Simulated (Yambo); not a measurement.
G0W0@LDA for CdF$_{2}$ (fluorite, space group Fm-3m, No. 225) in Yambo. Reference settings: 4×4×4 Γ-centred k mesh, bands 5 to 98 and a 10 Ry block in the screening, 98 bands in G with the Bruneval-Gonze terminator, plasmon pole fitted at 27.2 eV. The LDA gap W → Γ on this mesh is 2.80 eV; G0W0 gaps are taken between the same points.

```tsv
change from the reference	G0W0 gap W → Γ (eV)	shift of the valence edge (eV)
reference settings	5.79	-1.70
65 bands in G, no terminator	5.54	-1.28
65 bands in G	5.81	-1.72
40 bands in G, no terminator	[?]	-1.02
8 Ry block	5.76	-1.68
pole fitted at 10 eV	5.74	-1.54
4 Ry block	5.82	-1.82
no random integration	5.68	-1.43
```

### Question
Estimate the withheld gaps from the other rows; the computed values follow.

### Answer

- 40 bands in G, no terminator, G0W0 gap W → Γ (eV): 5.47

The reference isn't shown to be the converged limit.

Spin-orbit coupling is not included.

Geometry of the Materials Project entry, not relaxed at this level; primitive cell a = 3.819 Å, b = 3.819 Å, c = 3.819 Å, α = 60.00°, β = 60.00°, γ = 60.00°.

A shift is the quasiparticle energy of the state minus its LDA energy.
